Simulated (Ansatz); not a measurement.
BN (zinc blende, F-43m), r²SCAN (plane waves, PAW; program Ansatz): ε∞ = 4.45, cell volume 11.76 Å³. Infrared-active transverse modes:

```
ω_TO (cm⁻¹)  oscillator strength S_xx (e²/amu)
-----------  ---------------------------------
1043.8                                  0.6442
```

Compute the static dielectric constant.

Each mode adds (4.921e7/V) S/ω²: 2.47. So ε0 = 6.93.

What LO frequency does the Lyddane–Sachs–Teller relation give?

ω_LO = ω_TO √(ε0/ε∞) = 1302 cm⁻¹.

Symmetry was held in the r²SCAN relaxation; phonons on a q-mesh show no instability.

Potentials: the later of the program's two PAW sets.
